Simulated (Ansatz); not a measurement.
Values for one crystal, relaxed and computed with plane-wave PAW PBE (Ansatz code); other levels are named.

```yaml
volume_per_atom: 19.17 Å³
electronic_character: metallic (no gap)
Pressure derivative B′: 5.7
Gap with spin–orbit coupling: none (metallic)
Bulk modulus (Birch–Murnaghan fit): 785 kbar
Density of states at the Fermi level: 0.29 states/eV per atom (mean over ±0.08 eV)
```

Q: Which compound is it?
A) Hf, β-Sn type
B) Ag, Fd-3m (Ag on 8a, Ag on 16d)
C) Li, diamond
D) Os, dhcp (α-La type)

A: B, Ag, Fd-3m (Ag on 8a, Ag on 16d)

The start of the workflow was typed in or built on a structure type; neither database checked (COD, Materials Project) lists it. It is not the phase usual at ambient conditions (space group No. 225). The PBE relaxation kept the symmetry of its start; whether a distortion lowers the energy is not shown. The run is not spin-polarised. Scalar-relativistic: spin–orbit coupling is off unless named, which matters more the heavier the elements.

Potentials: the later of the program's two PAW sets.
